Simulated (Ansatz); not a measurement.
Suppose MgScI2 takes space group P4/mmm (No. 123), with Mg on 1a; Sc on 1d; I on 2f. The guess for MgScI2 was made by a generator: perovskite family, infinite layers (A site Sc; B site Mg; X site I).

Computed with DFT PBE, scalar-relativistic, plane waves, PAW in Ansatz. Cutoff 420 eV, Γ-centred mesh, Gaussian smearing, no spin polarisation.

Formation energies are uncorrected and refer to the elements' standard structures at the same level.

Q: Give the relaxed lattice parameters and positions.

A:

Space group P4/mmm (No. 123). a = 5.784 Å, b = 5.784 Å, c = 3.599 Å, α = 90.00°, β = 90.00°, γ = 90.00°
| atom | site | symmetry | x | y | z |
| --- | --- | --- | --- | --- | --- |
| Mg | 1a | 4/mmm | 0.0000 | 0.0000 | 0.0000 |
| Sc | 1d | 4/mmm | 0.5000 | 0.5000 | 0.5000 |
| I | 2f | mmm. | 0.5000 | 0.0000 | 0.0000 |

Around Mg lie 4 I at 2.89 Å; around Sc lie 8 I at 3.41 Å and 2 Sc at 3.60 Å; around I lie 2 Mg at 2.89 Å and 4 Sc at 3.41 Å. Another local minimum with the same sites may exist.

Q: Where does its energy lie, and is it a metal?

A: The formation energy is −0.14 eV/atom and the gap on the 8×8×14 mesh of the 4-atom cell is 0 eV (a metal). It lies below the elements, which doesn't yet make it stable against other compounds or structures.

The last run used Gaussian smearing of 0.10 eV. These runs have no spin–orbit coupling, which can matter for I. An odd number of electrons in the primitive cell allows no gap without spin; a larger cell or a magnetic state could open one. The cell is a metal run without spin; a magnetic state may lie lower. The reference form of I is held partly by dispersion forces, which this level lacks. Symmetry constrained the relaxation, so the result can be a saddle point.
